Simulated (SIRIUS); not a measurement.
Set-up for a self-consistent single point of InSe (P-1, 4 atoms in the cell; from Materials Project mp-21405, changed as shown).

```
InSe
1.0
    5.82639    -2.05465     0.00000
    5.88466     2.07520     0.00000
   -1.72323     0.00000     4.77135
In Se
2 2
Direct
  0.11180   0.11180   0.95316
  0.88820   0.88820   0.04684
  0.33907   0.33907   0.33104
  0.66093   0.66093   0.66896
```

Level of theory: PBEsol, PseudoDojo 0.4 standard norm-conserving PBEsol (tails mended) pseudopotentials (plane waves; SIRIUS).

SIRIUS settings:

parameters.ngridk: 3 3 3
parameters.xc_functionals: [XC_GGA_X_PBE_SOL, XC_GGA_C_PBE_SOL]
parameters.gk_cutoff: 9.274 1/bohr
parameters.pw_cutoff: 18.548 1/bohr
parameters.smearing: gaussian
parameters.smearing_width: 0.00183747 Ha
potentials: PseudoDojo 0.4 standard norm-conserving PBEsol (tails mended) pseudopotentials
parameters.electronic_structure_method: pseudopotential
parameters.num_bands: 35
parameters.num_mag_dims: 0
parameters.num_dft_iter: 100
parameters.energy_tol: 1e-07 Ha
parameters.density_tol: 1e-06
mixer.type: broyden2
mixer.beta: 0.7
mixer.use_hartree: false

Results:

- Number of valence electrons = 58
- Number of bands = 35
- Number of k-points after the program's reduction = 14
- Number of plane waves (most at a k-point) = 10507
- Number of SCF iterations = 17
- FFT grid = 72 × 72 × 60
- Free energy E − TS = -10200.9241 eV
- Pressure = -1.33 GPa
- Largest force (vector length) = 0.092 eV/Å

Forces (eV/Å):
```
atom      Fx      Fy      Fz
----  ------  ------  ------
In1    0.066   0.058   0.027
In2   -0.066  -0.058  -0.027
Se3   -0.055   0.049  -0.048
Se4    0.055  -0.049   0.048
```

Stress (GPa, positive for compression):
```
-2.06  -0.44   0.18
-0.44  -0.57   0.26
 0.18   0.26  -1.35
```

For comparison: a first run was changed to give this one (lattice vector b scaled by 1.01), and from it to this one the free energy rises by 2.4 meV/atom, the pressure goes from -0.81 to -1.33 GPa and the largest force goes from 0.060 to 0.092 eV/Å.

The structure comes from a collection of computed structures, made at another level of theory; the collection holds predicted forms beside known ones.

Cost on one core: very roughly 2.9 core-minutes.

“Tails mended”: in these copies of the files the far tail of each local potential was reset to the Coulomb form.
